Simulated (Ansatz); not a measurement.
A geometry of Pt away from equilibrium: step 2 of the relaxation of a relaxed Pt cell shaken by Gaussian noise of σ = 0.08 Å a coordinate. These are PBE (plane waves to 420 eV, PAW, scalar-relativistic; Ansatz, a first-principles code) values and carry that method's errors. Γ-centred k-mesh 7×7×7 on the run's cell (coarser than for final values), Fermi–Dirac smearing 0.05 eV.

```
Pt
1.0
    5.01038    -0.01548     0.00699
   -0.01548     5.05681    -0.00259
    0.00699    -0.00259     5.07443
Pt
8
Direct
  0.23049   0.01749   0.50206
  0.74782   0.00415   0.51153
  0.01325   0.49592   0.25599
  0.99298   0.50669   0.76315
  0.51592   0.25520   0.00831
  0.47719   0.76691   0.00378
  0.00064   0.99476   0.01498
  0.49845   0.51729   0.50146
```

Task: Give the Cartesian forces on all atoms (eV/Å).

Result: 
```json
[
 {"atom": "Pt1", "Fx": "2.02", "Fy": "0.21", "Fz": "0.16"},
 {"atom": "Pt2", "Fx": "-1.79", "Fy": "0.02", "Fz": "0.30"},
 {"atom": "Pt3", "Fx": "-0.04", "Fy": "-0.16", "Fz": "0.64"},
 {"atom": "Pt4", "Fx": "-0.29", "Fy": "-0.04", "Fz": "-0.73"},
 {"atom": "Pt5", "Fx": "0.37", "Fy": "1.14", "Fz": "-0.07"},
 {"atom": "Pt6", "Fx": "0.11", "Fy": "-1.28", "Fz": "-0.17"},
 {"atom": "Pt7", "Fx": "-0.50", "Fy": "0.27", "Fz": "-0.33"},
 {"atom": "Pt8", "Fx": "0.15", "Fy": "-0.17", "Fz": "0.20"}
]
```

Task: What is the pressure?

Result: +3.3 GPa, compression positive.

No spin polarisation in the result.

Of the parent cell (Pm-3n (No. 223)): it is a generated cell of Pt: the first start was made by placing the elements on the sites of a structure type, and the end was not matched to a known phase here, so it may be hypothetical. Known forms of Pt include space group No. 225.
